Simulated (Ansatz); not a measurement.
Here is an unrelaxed guess for Ga3SbN2.

```xyz
6
Lattice="5.9979 0.0000 0.0000 -2.9989 5.1943 0.0000 0.0000 0.0000 3.2926" Properties=species:S:1:pos:R:3 pbc="T T T"
Ga    2.9989    0.0000    1.6463
Ga    1.4995    2.5972    1.6463
Ga   -1.4995    2.5972    1.6463
Sb    0.0000    0.0000    0.0000
N     0.0000    3.4629    0.0000
N     2.9989    1.7314    0.0000
```

Theory: Ansatz, DFT PBE, scalar-relativistic, plane waves, PAW. Cutoff 420 eV; k points 3×3×6 on the computed 6-atom cell (Γ-centred); Gaussian smearing, width 0.10 eV; no spin polarisation.

Formation energies are uncorrected and refer to the elements' standard structures at the same level (N₂ as a molecule).

**Question.** Estimate its pressure, forces and energy as it stands.

**Answer.** The pressure is -11.8 GPa (the mean over three directions, positive in compression), the largest force is 0.00 eV/Å (symmetry fixes the atoms), and the energy is +0.75 eV/atom against the elements. The shortest distance is 2.39 Å.

**Question.** How much does it gain on relaxing, and where does it end?

**Answer.** Relaxing gains about 0.20 eV/atom (the start's value is from the coarse mesh, so the gain is rough) in 14 ionic steps and ends at +0.55 eV/atom on the finer mesh. The symmetry stays P6/mmm (No. 191). The volume per atom shrinks by 14.9 %, from 17.1 to 14.5 Å³. The shortest distance goes from 2.39 Å (Ga–N) to 2.24 Å (Ga–N). Conventional cell: a = 5.840 Å, c = 2.955 Å. Around Ga lie 4 N at 2.24 Å, 6 Ga at 2.92–2.95 Å and 4 Sb at 3.27 Å; around Sb lie 2 Sb at 2.95 Å, 12 Ga at 3.27 Å and 6 N at 3.37 Å; N is surrounded by 6 Ga at 2.24 Å, 2 N at 2.95 Å, 3 Sb at 3.37 Å and 3 N at 3.37 Å.

The last run used a 6×6×12 mesh (in the run's order of axes) for its 6-atom cell and Gaussian smearing of 0.10 eV. These runs have no spin–orbit coupling, which can matter for Sb. The relaxation can't lower the symmetry of the start. A structure relaxed within its symmetry needn't be a true minimum. Another cell of Ga3SbN2 relaxed alike, in P4/mmm, lies 217 meV/atom lower, so this cell isn't the stable form at this level.
